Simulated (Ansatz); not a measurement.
Kick test of a cell of Ti2As2Se

The cell was found from a structure generator's guess, not taken from experiment.

Method: DFT PBE, scalar-relativistic, plane waves, PAW in Ansatz 0.2.0. Plane waves to 420 eV, a k mesh through Γ of 6×6×10 on the computed 10-atom cell and Gaussian smearing (0.10 eV); no spin polarisation.

The cell below (10 atoms, space group P4/mbm (No. 127)) is relaxed within its symmetry.

```
Ti As Se
1.0
     7.08156    0.00000    0.00000
     0.00000    7.08156    0.00000
     0.00000    0.00000    3.46063
Ti As Se
4 4 2
Direct
  0.15663 0.65663 0.00000
  0.65663 0.84337 0.00000
  0.84337 0.34337 0.00000
  0.34337 0.15663 0.00000
  0.36420 0.86420 0.50000
  0.86420 0.63580 0.50000
  0.13580 0.36420 0.50000
  0.63580 0.13580 0.50000
  0.50000 0.50000 0.00000
  0.00000 0.00000 0.00000
```

For the test it was strained at random (σ = 1.5 % a component), the atoms were moved at random (σ = 0.05 Å), and all was relaxed again on a coarse 6×4×4 mesh (in the run’s order of axes) with 0.20 eV smearing, with no symmetry imposed.

Problem. What happens?

Solution. It returns, within 1 meV/atom of the unmoved cell on that mesh and with the same symmetry when read at 0.1 Å. No instability shows in this cell; modes of other wave vectors, which need another repeat, aren't tested.
